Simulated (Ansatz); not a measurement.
**Phonon dispersion of HfSn$_{3}$S$_{8}$**

Method: DFT PBE, scalar-relativistic, plane waves, PAW (Ansatz). Plane waves to 420 eV; Γ-centred k mesh 12×12×1; fixed occupations. No spin polarisation. Phonons by linear response, acoustic sum rule imposed.

Equilibrium structure at this level:
```yaml
crystal:
  lattice:
    - [3.68923, 0.00000, 0.00000]
    - [-1.84461, 3.19496, 0.00000]
    - [0.00000, 0.00000, 27.79382]
  atoms:
    - { symbol: Hf, position: [0.00000, 0.00000, 0.50000] }
    - { symbol: Sn, position: [0.00000, 0.00000, 0.00000] }
    - { symbol: Sn, position: [0.00000, 0.00000, 0.25163] }
    - { symbol: Sn, position: [0.00000, 0.00000, 0.74837] }
    - { symbol: S, position: [0.33333, 0.66667, 0.05335] }
    - { symbol: S, position: [0.33333, 0.66667, 0.30498] }
    - { symbol: S, position: [0.33333, 0.66667, 0.55143] }
    - { symbol: S, position: [0.33333, 0.66667, 0.80171] }
    - { symbol: S, position: [0.66667, 0.33333, 0.19829] }
    - { symbol: S, position: [0.66667, 0.33333, 0.44857] }
    - { symbol: S, position: [0.66667, 0.33333, 0.69502] }
    - { symbol: S, position: [0.66667, 0.33333, 0.94665] }
```

The cell was found from a structure generator's guess, not taken from experiment. Spin–orbit coupling is left out, which matters for heavy elements. The q mesh is coarse, so values between its points are rough. Modes under 40 cm⁻¹ are poorly fixed. No dispersion correction is applied, so modes and constants that involve weak contacts between layers, chains or molecules come out too soft.

Force constants from linear response on a 2×2×1 q mesh.

**Question.** Is the structure dynamically stable on this mesh?

**Answer.** Yes, on this mesh: no mode is imaginary.

**Question.** Give the frequencies (cm⁻¹; i marks imaginary ones) at the irreducible q points, in fractions of the reciprocal vectors, the Γ row without the LO field.

**Answer.**
```json
{"q": "0.000 0.000 0.000", "star": "1", "frequencies": "0 0 0 ≈0 ≈0 ≈0 ≈0 5 5 7 8 11 139 139 188 188 188 188 188 188 195 195 195 195 196 196 249 249 297 297 297 303 308 340 345 345"}
{"q": "0.000 -0.500 0.000", "star": "3", "frequencies": "51 70 70 70 71 93 93 93 138 164 164 165 175 175 176 200 229 229 229 234 242 242 243 243 264 268 269 269 287 289 289 289 297 297 297 319"}
```
